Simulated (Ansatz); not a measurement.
**Mg3CdS4 (Pm-3m) at 2 levels of theory**

One geometry, relaxed with PBE; plane waves with PAW potentials in Ansatz, scalar-relativistic. No spin polarisation. Gaps are the least over mesh and band path; pressure is positive in compression.

```yaml
crystal:
  lattice:
    - [5.31349, 0.00000, 0.00000]
    - [0.00000, 5.31349, 0.00000]
    - [0.00000, 0.00000, 5.31349]
  atoms:
    - { symbol: Mg, position: [0.50000, 0.00000, 0.50000] }
    - { symbol: Mg, position: [0.50000, 0.50000, 0.00000] }
    - { symbol: Mg, position: [0.00000, 0.50000, 0.50000] }
    - { symbol: Cd, position: [0.00000, 0.00000, 0.00000] }
    - { symbol: S, position: [0.00000, 0.50000, 0.00000] }
    - { symbol: S, position: [0.50000, 0.50000, 0.50000] }
    - { symbol: S, position: [0.00000, 0.00000, 0.50000] }
    - { symbol: S, position: [0.50000, 0.00000, 0.00000] }
```

| level | cutoff (eV) | k mesh | gap (eV) | pressure (GPa) |
| --- | --- | --- | --- | --- |
| PBE | 420 | 8×8×8 | 0.52 | 0.0 |

What comes out on the same cell with r2SCAN?

```
 level  cutoff (eV)  k mesh  gap (eV)  pressure (GPa)
r2SCAN          500   8×8×8      1.04            -1.3
```

It was reached by relaxing an invented guess, and it needn't be the stable form of this composition.
